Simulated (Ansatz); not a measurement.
Q: BN in space group P6_3/mmc (No. 194; B on 4f, N on 4f) is relaxed with PBE+D3(BJ) in the plane-wave PAW code Ansatz. What lattice parameters of the conventional cell result?

A: a = 2.506 Å, c = 13.766 Å.

Q: Give the free coordinates with the occupied sites.

A: In one choice of origin and axes:

| atom | site | symmetry | x | y | z |
|---|---|---|---|---|---|
| B | 4f | 3m. | 0.3333 | 0.6667 | 0.1203 |
| N | 4f | 3m. | 0.6667 | 0.3333 | 0.1204 |

Q: Is it a metal or does it have a gap at this level?

A: A gap of 3.86 eV, indirect.

The cell is a constructed one: a structure type filled with these elements. Its sites differ from those of the usual phase in this space group: another stacking or structure type. The PBE+D3(BJ) relaxation kept the symmetry of its start; phonons on a q-mesh show weakly imaginary modes. The volume moved by 57 % from the start of the relaxation.

Potentials: the later of the program's two PAW sets.
